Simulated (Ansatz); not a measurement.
The cell below belongs to a search over invented structures; it isn't taken from experiment.

Input and command of a plane-wave DFT calculation in Ansatz:

```yaml
crystal:
  lattice:
    - [6.34476542, 0.0, 0.0]
    - [0.0, 6.34476542, 0.0]
    - [0.0, 0.0, 3.84171336]
  atoms:
    - { symbol: Cd, position: [0.30097628, 0.0, 0.5] }
    - { symbol: Cd, position: [0.69902372, 0.0, 0.5] }
    - { symbol: Cd, position: [0.0, 0.30097628, 0.5] }
    - { symbol: Cd, position: [0.0, 0.69902372, 0.5] }
    - { symbol: Te, position: [0.0, 0.0, 0.5] }
    - { symbol: O, position: [0.5, 0.5, 0.64939394] }
    - { symbol: O, position: [0.5, 0.5, 0.35060606] }
    - { symbol: O, position: [0.0, 0.0, 0.0] }
basis:
  ecutwfc: 420
kpoints:
  mp_grid: { grid: [2, 2, 3] }
hamiltonian:
  xc: pbe
scf:
  occupations: { method: gaussian, width: 0.15 }
  lower_state_search: "off"
output:
  forces: true
  stress: true
  eigenvalues: true
relax:
  adjacent_minimum: "off"
  f_tol: 0.08
  max_steps: 16
  cell: { stress_tol: 0.8 }
```

```bash
ansatz run input.yaml --threads 1 --pin off --max-ram 2560MiB --backend cpu --events-out ev --progress --plain --runs-dir out
```

Processor: Intel(R) Xeon(R) Processor @ 2.50GHz (Skylake/Cascade Lake), 1 thread, on a host shared with other jobs.

Task: How long does it run, and how much memory does it take?

Result: About 3.1 min, peak memory 0.58 GiB. It solves 69 bands at 6 k points (after reduction by symmetry) with about 6029 plane waves (on the last cell), in 116 SCF iterations over 15 ionic steps.
